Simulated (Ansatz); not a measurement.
AgI:
Space group F-43m (No. 216); a = 6.4500 Å, b = 6.4500 Å, c = 6.4500 Å, α = 90.00°, β = 90.00°, γ = 90.00°

```tsv
atom	site	symmetry	x	y	z
Ag	4a	-43m	0.0000	0.0000	0.0000
I	4d	-43m	0.7500	0.7500	0.7500
```
(The calculation used a cell of 2 atoms; values per cell refer to that cell.)

Relaxed with PBEsol. Independent-particle spectrum: no excitons, no local fields, no scissors shift; 0.1 eV broadening; ε₁ of the summed bands alone.

Tabulate the dielectric function from PBEsol in the plane-wave PAW code Ansatz.



| E (eV) | ε₁ xx | ε₂ xx |
|---|---|---|
| 0.0 | 5.86 | 0.00 |
| 0.5 | 5.94 | 0.00 |
| 1.0 | 6.33 | 0.00 |
| 1.5 | 6.65 | 0.97 |
| 2.0 | 6.47 | 1.26 |
| 2.5 | 6.65 | 1.53 |
| 3.0 | 7.17 | 2.15 |
| 3.5 | 6.39 | 4.40 |
| 4.0 | 5.38 | 3.42 |
| 4.5 | 6.04 | 3.08 |
| 5.0 | 8.61 | 4.01 |
| 5.5 | 2.42 | 8.35 |
| 6.0 | 3.40 | 5.68 |
| 6.5 | 1.36 | 9.90 |
| 7.0 | -1.19 | 7.73 |
| 7.5 | -0.93 | 5.14 |
| 8.0 | -2.54 | 4.99 |
| 8.5 | -2.10 | 2.79 |
| 9.0 | -0.74 | 2.22 |
| 9.5 | -0.85 | 2.79 |
| 10.0 | -0.88 | 1.92 |
| 10.5 | -0.79 | 2.02 |
| 11.0 | -0.90 | 1.25 |
| 11.5 | -0.40 | 1.07 |
| 12.0 | -0.34 | 1.03 |

From ε at 2.6 eV (xx: 6.73 + 1.62i), find n, k, the normal reflectivity and the absorption coefficient.

n = 2.61, k = 0.310, R = 20 %, α = 2kE/ħc = 82000 cm⁻¹.

With all bands, ε∞ without local fields is 6.03. DFPT, with local fields, gives 5.58.

The PBEsol relaxation kept the symmetry of its start. No spin polarisation was allowed. Scalar-relativistic: spin–orbit coupling is off unless named, which matters more the heavier the elements.

Potentials: the earlier of the program's two PAW sets. The files were generated under PBE; for other functionals the program regenerates the frozen cores, and for LDA and PBEsol the local potential too.
